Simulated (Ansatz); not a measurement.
The calculation used Ansatz 0.2.0, DFT LDA, scalar-relativistic, plane waves, PAW. Cutoff 420 eV, Γ-centred k meshes of 512 to 1728 points, fixed occupations in insulators, in metals Fermi–Dirac smearing of 0.15 eV (Gaussian, 0.2 eV, where magnetic), no spin polarisation. Some cells are trial structures made by swapping elements. Values of metals depend on mesh and smearing. Spin–orbit coupling is left out. Each crystal stands at its own equilibrium volume, in the symmetry named.

**Question.** Order these crystals by the Debye temperature from the elastic constants, lowest first.
A. GaN (F-43m, 2 atoms in the cell, 11.1 Å³/atom, Ga next to 4 N)
B. Cu3Pd (Pm-3m, 4 atoms in the cell, 11.8 Å³/atom, Pd next to 12 Cu)
C. SrAsPt (P6_3/mmc, 6 atoms in the cell, 22.4 Å³/atom, As next to 3 Pt)

**Answer.** C (238 K), B (365 K), A (629 K).

Cost: 3 runs of about 36 core-minutes in all, on Arm Neoverse V2, Oxide Virtual Turin-like Processor (Zen 5), AMD EPYC (Zen 3) (shared hosts).